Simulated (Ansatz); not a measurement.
# Relaxing lutetium (dhcp)

Level of theory: DFT, PBE, plane waves (420 eV) with PAW, scalar-relativistic (Ansatz).

k-point mesh 10×10×3, Fermi-Dirac smearing 0.1 eV, no spin polarisation. Cell and atoms relax.

Starting structure:

```xyz
4
Lattice="3.4681 0.0000 0.0000 -1.7341 3.0035 0.0000 0.0000 0.0000 11.3269" Properties=species:S:1:pos:R:3 pbc="T T T"
Lu    0.0000    0.0000    0.0000
Lu    0.0000    0.0000    5.6634
Lu    0.0000    2.0023    2.8317
Lu    1.7341    1.0012    8.4952
```

What cell does the relaxation end in?

P6_3/mmc with a = 3.473 Å, c = 11.132 Å (c/a = 3.205); 29.07 Å³ per atom against 29.50 at the start (-1.4 %).

How much energy does the relaxation gain?

2.2 meV per atom.

Path of the relaxation (the plane waves are chosen anew near the end, which can shift the energy a little):

| step | E − E(final) (meV/atom) | V (Å³/atom) | P (GPa) | max force (eV/Å) |
| --- | --- | --- | --- | --- |
| 0 | 2.19 | 29.496 | -0.61 | 0.000 |
| 1 | -0.06 | 29.025 | 0.07 | 0.000 |
| 2 | -0.10 | 29.074 | 0.00 | 0.000 |
| 3 | 0.00 | 29.074 | 0.00 | 0.000 |
